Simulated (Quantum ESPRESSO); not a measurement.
**Kohn-Sham bands of MgBr2 (CdI2 type)**

```
CELL_PARAMETERS angstrom
      3.85747     0.00000     0.00000
     -1.92873     3.34067     0.00000
      0.00000     0.00000     6.40192
ATOMIC_POSITIONS crystal
  Mg 0.00000 0.00000 0.00000
  Br 0.33333 0.66667 0.23348
  Br 0.66667 0.33333 0.76652
```

Structure: Materials Project mp-30034, symmetrised, not relaxed again. COD (Crystallography Open Database) has an entry of this formula and space group (matched by these alone). Method: PBEsol plane waves in Quantum ESPRESSO 7.5 (PseudoDojo norm-conserving files, 68 Ry, no spin polarisation, no spin-orbit coupling), Bloch states on a 12×12×6 mesh through Γ, Wannier90 4.0.1. Density: 12×12×6 mesh, cold smearing 0.01 Ry. The cell is built of weakly bound layers, chains or molecules, whose nearest atoms lie 4.07 Å apart. Database cells relaxed without dispersion often hold them too far apart, which can enlarge gaps and weakens couplings between them; spacing and stacking were not compared with the measured crystal. Spin-orbit coupling, left out, would split the p-like bands by a few tenths of an eV.

Energies are relative to the valence-band maximum; weights are on the orthonormalised atomic waves of the pseudopotential files, averaged over the group. 24 electrons a cell are treated as valence.

```json
[
 {"bands": "1", "from (eV)": "-74.06", "to (eV)": "-74.06", "filling": "filled", "weight on atomic waves": "[?]"},
 {"bands": "2–4", "from (eV)": "-40.98", "to (eV)": "-40.97", "filling": "filled", "weight on atomic waves": "[?]"},
 {"bands": "5–6", "from (eV)": "-13.79", "to (eV)": "-12.98", "filling": "filled", "weight on atomic waves": "[?]"},
 {"bands": "7–12", "from (eV)": "-3.52", "to (eV)": "0.00", "filling": "filled", "weight on atomic waves": "[?]"}
]
```

Task: Which atomic shells make up each group?

Result: 
- 1, weight on atomic waves: Mg 2s 100 %
- 2–4, weight on atomic waves: Mg 2p 100 %
- 5–6, weight on atomic waves: Br 4s 95 %, Mg 3s 4 %
- 7–12, weight on atomic waves: Br 4p 94 %

The Kohn-Sham gap over both meshes and the path is 4.20 eV.
